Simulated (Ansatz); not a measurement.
Sr:
```
CELL_PARAMETERS angstrom
      4.28831     0.00000     0.00000
     -2.14415     3.71378     0.00000
      0.00000     0.00000     7.10878
ATOMIC_POSITIONS crystal
  Sr 0.33333 0.66667 0.25000
  Sr 0.66667 0.33333 0.75000
```

Relaxed with r²SCAN+D4. Special points in fractions of this cell's reciprocal vectors: Γ (0.000, 0.000, 0.000); M (0.500, 0.000, 0.000); K (0.333, 0.333, 0.000); A (0.000, 0.000, 0.500); L (0.500, 0.000, 0.500); H (0.333, 0.333, 0.500).

List the band energies nearest the Fermi level at these points for the program Ansatz at the r²SCAN+D4 level (PAW).

In eV from the Fermi level; about four levels below and three above (degenerate sets whole), none deeper than 8.9 eV; points with the same levels are listed once.

```tsv
k	below	above
Γ	-3.84 -1.14 -0.18	2.53 2.60 2.60
M	-1.11 -0.63	0.11 0.33 1.35
K	-0.23 -0.23 -0.18	0.47 1.45 1.45
A	-2.89 -2.89	1.37 1.37 2.61 2.61 2.61 2.61
L	-0.77 -0.77	0.15 0.15 1.48 1.48
H	–	0.11 0.11 0.39 0.39
```

Space group P6_3/mmc (hcp (Mg type)). The workflow started from a Materials Project entry (that database holds measured and hypothetical structures alike); the Crystallography Open Database files this formula in space group No. 194, but the cells were not matched. It is not the phase usual at ambient conditions (space group No. 225). The cell was relaxed with r²SCAN+D4 under the symmetry of its start; whether a distortion lowers the energy is not shown. The pairwise dispersion correction was not fitted to metals. Spin–orbit coupling is left out wherever it is not named.

Potentials: the later of the program's two PAW sets.
